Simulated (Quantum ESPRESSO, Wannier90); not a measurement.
# Wannier functions of Ca2AsI (R-3m)

Cell from Materials Project (mp-28554), symmetrised, no further relaxation. COD (Crystallography Open Database) has an entry of this formula and space group (matched by these alone). Method: PBEsol plane waves in Quantum ESPRESSO 7.5 (PseudoDojo norm-conserving files, 68 Ry, spinors with spin-orbit coupling), Bloch states on a 4×4×4 mesh through Γ, Wannier90 4.0.1. Density: 8×8×8 mesh, Gaussian smearing 0.01 Ry.

On the energy scale of pw.x, whose zero is arbitrary, the valence-band maximum lies at 6.31 eV.

Input w.win:

```
num_bands = 4
num_wann = 4
exclude_bands = 1-14,19-88
spinors = true
num_iter = 1000
conv_tol = 1.0e-6
conv_window = 4
write_hr = true
write_u_matrices = true
auto_projections = true
begin unit_cell_cart
ang
   -2.1982498511    3.8074804298    0.0000000000
   -4.3964997022    0.0000000000    0.0000000000
   -2.1982498511    1.2691601433    7.4508470000
end unit_cell_cart
begin atoms_frac
Ca  -0.2312820000 -0.2312820000 -0.3061540000
Ca   0.2312820000  0.2312820000  0.3061540000
As   0.5000000000  0.5000000000  0.5000000000
I    0.0000000000  0.0000000000  0.0000000000
end atoms_frac
mp_grid = 4 4 4
begin kpoints
0.0000000000 0.0000000000 0.0000000000
0.0000000000 0.0000000000 0.2500000000
0.0000000000 0.0000000000 0.5000000000
... (61 more lines: the 4x4x4 mesh through Gamma)
end kpoints
```

Input of pw2wannier90.x that gives the overlap and projection files (equivalent; here they were cut from one run over all bands):

```
&inputpp
  outdir = './out'
  prefix = 'pwscf'
  seedname = 'w'
  write_amn = .true.
  write_mmn = .true.
  scdm_proj = .true.
  scdm_entanglement = 'isolated'
/
```

Output w.wout (banner and timings cut):

```
                                    ------
                                    SYSTEM
                                    ------

                              Lattice Vectors (Ang)
                    a_1    -2.198250   3.807480   0.000000
                    a_2    -4.396500   0.000000   0.000000
                    a_3    -2.198250   1.269160   7.450847

                   Unit Cell Volume:     124.72410  (Ang^3)

                        Reciprocal-Space Vectors (Ang^-1)
                    b_1     0.000000   1.650221  -0.281095
                    b_2    -1.429134  -0.825111  -0.281095
                    b_3     0.000000   0.000000   0.843285

 *----------------------------------------------------------------------------*
 |   Site       Fractional Coordinate          Cartesian Coordinate (Ang)     |
 +----------------------------------------------------------------------------+
 | ca   1  -0.23128  -0.23128  -0.30615   |    2.19825  -1.26916  -2.28111    |
 | ca   2   0.23128   0.23128   0.30615   |   -2.19825   1.26916   2.28111    |
 | as   1   0.50000   0.50000   0.50000   |   -4.39650   2.53832   3.72542    |
 | i    1   0.00000   0.00000   0.00000   |   -0.00000   0.00000   0.00000    |
 *----------------------------------------------------------------------------*
                                ------------
                                K-POINT GRID
                                ------------

             Grid size =  4 x  4 x  4      Total points =   64

 *---------------------------------- MAIN ------------------------------------*
 |  Number of Wannier Functions               :                 4             |
 |  Number of Objective Wannier Functions     :                 4             |
 |  Number of input Bloch states              :                 4             |
 |  Output verbosity (1=low, 5=high)          :                 1             |
 |  Timing Level (1=low, 5=high)              :                 1             |
 |  Optimisation (0=memory, 3=speed)          :                 3             |
 |  Length Unit                               :               Ang             |
 |  Post-processing setup (write *.nnkp)      :                 F             |
 |  Using Gamma-only branch of algorithms     :                 F             |
 *----------------------------------------------------------------------------*
 *------------------------------- WANNIERISE ---------------------------------*
 |  Total number of iterations                :              1000             |
 |  Number of CG steps before reset           :                 5             |
 |  Trial step length for line search         :             2.000             |
 |  Convergence tolerence                     :         0.100E-05             |
 |  Convergence window                        :                 4             |
 |  Iterations between writing output         :                 1             |
 |  Iterations between backing up to disk     :               100             |
 |  Write r^2_nm to file                      :                 F             |
 |  Write xyz WF centres to file              :                 F             |
 |  Write on-site energies <0n|H|0n> to file  :                 F             |
 |  Use guiding centre to control phases      :                 F             |
 |  Use phases for initial projections        :                 F             |
 *----------------------------------------------------------------------------*
 *-------------------------------- PLOTTING ----------------------------------*
 |  Plotting Hamiltonian in WF basis          :                 T             |
 *----------------------------------------------------------------------------*

 *---------------------------------- K-MESH ----------------------------------*
 +----------------------------------------------------------------------------+
 |                    Distance to Nearest-Neighbour Shells                    |
 |                    ------------------------------------                    |
 |          Shell             Distance (Ang^-1)          Multiplicity         |
 |          -----             -----------------          ------------         |
 |             1                   0.210821                      2            |
 |             2                   0.418498                      6            |
 |             3                   0.421642                      2            |
 |             4                   0.435839                      6            |
 |             5                   0.499216                      6            |
 |             6                   0.541906                      6            |
 |             7                   0.632464                      2            |
 |             8                   0.642015                      6            |
       ... (lines left out)
 +----------------------------------------------------------------------------+
 | The b-vectors are chosen automatically                                     |
 | The following shells are used:                       1,  2                 |
 +----------------------------------------------------------------------------+
 |                        Shell   # Nearest-Neighbours                        |
 |                        -----   --------------------                        |
 |                          1               2                                 |
 |                          2               6                                 |
 +----------------------------------------------------------------------------+
 | Completeness relation is fully satisfied [Eq. (B1), PRB 56, 12847 (1997)]  |
 +----------------------------------------------------------------------------+
 |                  b_k Vectors (Ang^-1) and Weights (Ang^2)                  |
 |                  ----------------------------------------                  |
 |            No.         b_k(x)      b_k(y)      b_k(z)        w_b           |
 |            ---        --------------------------------     --------        |
 |             1         0.000000    0.000000    0.210821    10.596896        |
 |             2         0.000000    0.000000   -0.210821    10.596896        |
 |             3        -0.357283   -0.206278   -0.070274     1.958458        |
 |             4         0.000000    0.412555   -0.070274     1.958458        |
 |             5        -0.357283    0.206278    0.070274     1.958458        |
 |             6         0.357283    0.206278    0.070274     1.958458        |
 |             7         0.000000   -0.412555    0.070274     1.958458        |
 |             8         0.357283   -0.206278   -0.070274     1.958458        |
 +----------------------------------------------------------------------------+
 |                           b_k Directions (Ang^-1)                          |
 |                           -----------------------                          |
 |            No.           x           y           z                         |
 |            ---        --------------------------------                     |
 |             1         0.000000    0.000000    0.210821                     |
 |             2        -0.357283   -0.206278   -0.070274                     |
 |             3         0.000000    0.412555   -0.070274                     |
 |             4        -0.357283    0.206278    0.070274                     |
 +----------------------------------------------------------------------------+

 Starting a new Wannier90 calculation ...

 Reading overlaps from w.mmn

 Reading projections from w.amn

 *------------------------------- WANNIERISE ---------------------------------*
 +--------------------------------------------------------------------+<-- CONV
 | Iter  Delta Spread     RMS Gradient      Spread (Ang^2)            |<-- CONV
 +--------------------------------------------------------------------+<-- CONV

 ------------------------------------------------------------------------------
 Initial State
  WF centre and spread    1  (  2.197693, -1.269418, -2.293845 )     0.62929847
  WF centre and spread    2  ( -2.197693,  1.269418,  2.293845 )     0.62929847
  WF centre and spread    3  (  2.197443, -1.269679, -2.294557 )     0.63903631
  WF centre and spread    4  ( -2.197443,  1.269679,  2.294557 )     0.63903631
  Sum of centres and spreads ( -0.000000, -0.000000,  0.000000 )     2.53666956

      0     0.254E+01     0.0000000000        2.5366695587  <-- CONV
        O_D=      0.0116223 O_OD=      0.0383098 O_TOT=      2.5366696 <-- SPRD
 ------------------------------------------------------------------------------
      1    -0.489E-01     0.2101321240        2.4877471737  <-- CONV
        O_D=      0.0001823 O_OD=      0.0008275 O_TOT=      2.4877472 <-- SPRD
      2    -0.399E-03     0.0280301418        2.4873477361  <-- CONV
        O_D=      0.0001154 O_OD=      0.0004949 O_TOT=      2.4873477 <-- SPRD
      3    -0.559E-04     0.0124893844        2.4872918808  <-- CONV
        O_D=      0.0000838 O_OD=      0.0004706 O_TOT=      2.4872919 <-- SPRD
      4    -0.143E-04     0.0068502432        2.4872775802  <-- CONV
        O_D=      0.0000763 O_OD=      0.0004639 O_TOT=      2.4872776 <-- SPRD
      5    -0.577E-05     0.0043335733        2.4872718082  <-- CONV
        O_D=      0.0000734 O_OD=      0.0004610 O_TOT=      2.4872718 <-- SPRD
       ... (lines left out)
      7    -0.192E-06     0.0009513985        2.4872707498  <-- CONV
        O_D=      0.0000730 O_OD=      0.0004603 O_TOT=      2.4872707 <-- SPRD
      8    -0.805E-07     0.0004937658        2.4872706693  <-- CONV
        O_D=      0.0000730 O_OD=      0.0004602 O_TOT=      2.4872707 <-- SPRD
      9    -0.159E-07     0.0002696050        2.4872706535  <-- CONV
        O_D=      0.0000730 O_OD=      0.0004602 O_TOT=      2.4872707 <-- SPRD
             <<<     Delta < 1.000E-06  over  4 iterations     >>>
             <<< Wannierisation convergence criteria satisfied >>>
 Final State
  WF centre and spread    1  (  2.198250, -1.269160, -2.292352 )     0.62181763
  WF centre and spread    2  ( -2.198250,  1.269160,  2.292352 )     0.62181763
  WF centre and spread    3  (  2.198250, -1.269160, -2.292352 )     0.62181770
  WF centre and spread    4  ( -2.198250,  1.269160,  2.292352 )     0.62181770
  Sum of centres and spreads ( -0.000000, -0.000000,  0.000000 )     2.48727065

         Spreads (Ang^2)       Omega I      =     2.486737408
        ================       Omega D      =     0.000073011
                               Omega OD     =     0.000460234
    Final Spread (Ang^2)       Omega Total  =     2.487270653
```
